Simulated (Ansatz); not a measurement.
Steps from a short run of molecular dynamics on a 2×2×1 supercell (16 atoms) of SnO (wurtzite), relaxed with r2SCAN; forces from r2SCAN in the PAW code Ansatz, 3×3×2 mesh, Fermi-Dirac smearing of 0.190 eV, a Langevin thermostat at fixed volume, set at 2200 K. Classical nuclei, no spin polarisation; a few dozen steps show the first response, not equilibrium. The structure comes from a prototype and may be hypothetical.

Cell vectors in Å:
```
 6.5963  0.0000  0.0000
-3.2982  5.7126  0.0000
 0.0000  0.0000  9.2164
```

**Question.** At 6 fs the positions in Å are
```
Sn   0.006   1.863  -0.051
Sn   1.637   0.990   4.534
O    0.059   1.982   3.515
O    1.675   0.989   8.191
Sn  -1.666   4.739  -0.056
Sn   0.014   3.820   4.550
O   -1.553   4.711   3.495
O   -0.109   3.818   8.025
Sn   3.280   1.915  -0.046
Sn   4.972   0.981   4.547
O    3.269   2.055   3.469
O    4.825   0.892   8.119
Sn   1.639   4.717  -0.057
Sn   3.327   3.799   4.533
O    1.656   4.847   3.419
O    3.314   3.786   8.115
```
What are the forces, and how far does the free energy (smearing included) lie above that of step 0, with the atoms on their sites?

**Answer.** 23.0 meV an atom; forces in eV/Å:
```
Sn  -0.703   0.549  -0.330
Sn   0.543  -0.284  -0.247
O   -0.285  -0.511  -0.170
O   -0.387  -0.263  -0.504
Sn   0.260  -0.172  -0.129
Sn   0.622   0.623  -0.051
O   -0.534   0.420   0.167
O    0.439  -0.315   0.894
Sn   0.441  -0.034   0.300
Sn  -0.256  -0.236  -0.562
O    0.083  -1.052   0.203
O    0.635  -0.034   0.282
Sn  -0.512   0.041  -0.462
Sn  -0.258   1.075  -0.156
O    0.111  -0.011   0.842
O   -0.200   0.204  -0.077
```

**Question.** At 12 fs the positions in Å are
```
Sn   0.016   1.821  -0.044
Sn   1.641   1.025   4.516
O    0.090   2.029   3.517
O    1.732   1.031   8.228
Sn  -1.678   4.713  -0.056
Sn   0.026   3.819   4.557
O   -1.472   4.695   3.483
O   -0.211   3.820   7.944
Sn   3.261   1.925  -0.034
Sn   5.001   1.013   4.536
O    3.257   2.183   3.449
O    4.684   0.868   8.124
Sn   1.629   4.676  -0.057
Sn   3.357   3.784   4.524
O    1.645   4.951   3.338
O    3.326   3.763   8.081
```
What are the forces, and how far does the free energy (smearing included) lie above that of step 0, with the atoms on their sites?

**Answer.** 80.2 meV an atom; forces in eV/Å:
```
Sn  -1.002   0.817  -0.478
Sn   0.850  -0.537  -0.242
O   -0.362  -0.850  -0.530
O   -1.240  -0.700  -0.918
Sn   0.292  -0.221  -0.381
Sn   1.109   1.258   0.070
O   -0.996   0.622   0.188
O    0.754  -0.518   1.421
Sn   0.942   0.322   0.756
Sn  -0.404  -0.637  -0.763
O   -0.038  -2.517  -0.516
O    1.309  -0.430   0.328
Sn  -0.710   0.247  -0.813
Sn  -0.291   2.777   0.472
O    0.185  -0.072   1.362
O   -0.398   0.439   0.043
```

**Question.** At 18 fs the positions in Å are
```
Sn   0.030   1.786  -0.029
Sn   1.661   1.052   4.508
O    0.102   2.015   3.545
O    1.767   1.050   8.255
Sn  -1.684   4.694  -0.054
Sn   0.033   3.822   4.565
O   -1.436   4.715   3.491
O   -0.269   3.815   7.886
Sn   3.248   1.942  -0.025
Sn   5.027   1.041   4.521
O    3.257   2.252   3.398
O    4.560   0.857   8.122
Sn   1.609   4.636  -0.065
Sn   3.378   3.784   4.511
O    1.596   5.056   3.284
O    3.322   3.753   8.066
```
What are the forces, and how far does the free energy (smearing included) lie above that of step 0, with the atoms on their sites?

**Answer.** 130.3 meV an atom; forces in eV/Å:
```
Sn  -1.159   0.902  -0.512
Sn   1.195  -0.696  -0.127
O   -0.381  -0.634  -0.939
O   -1.989  -1.036  -1.197
Sn   0.334  -0.282  -0.593
Sn   1.348   1.539   0.129
O   -1.197   0.594   0.148
O    0.862  -0.566   1.695
Sn   1.287   0.624   1.218
Sn  -0.735  -0.858  -0.731
O   -0.163  -3.001  -0.803
O    1.897  -0.892   0.285
Sn  -0.828   0.589  -0.991
Sn  -0.273   3.355   0.871
O    0.274  -0.254   1.513
O   -0.473   0.616   0.035
```

**Question.** At 24 fs the positions in Å are
```
Sn   0.043   1.759  -0.017
Sn   1.686   1.067   4.504
O    0.112   1.970   3.556
O    1.737   1.031   8.296
Sn  -1.692   4.690  -0.052
Sn   0.042   3.826   4.569
O   -1.446   4.790   3.513
O   -0.289   3.790   7.842
Sn   3.241   1.967  -0.011
Sn   5.041   1.066   4.507
O    3.256   2.221   3.338
O    4.468   0.855   8.117
Sn   1.576   4.600  -0.077
Sn   3.399   3.799   4.495
O    1.535   5.169   3.263
O    3.294   3.770   8.056
```
What are the forces, and how far does the free energy (smearing included) lie above that of step 0, with the atoms on their sites?

**Answer.** 140.9 meV an atom; forces in eV/Å:
```
Sn  -1.622   1.108  -0.322
Sn   1.426  -0.652   0.020
O   -0.378  -0.042  -1.150
O   -1.519  -0.993  -1.241
Sn   0.475  -0.551  -0.780
Sn   1.186   1.569  -0.078
O   -0.987   0.164   0.182
O    0.787  -0.423   1.928
Sn   1.021   0.506   1.154
Sn  -1.039  -0.626  -0.476
O   -0.059  -1.663   0.075
O    2.137  -1.221   0.247
Sn  -0.929   0.904  -1.109
Sn  -0.392   2.092   0.223
O    0.318  -0.804   1.301
O   -0.425   0.633   0.026
```
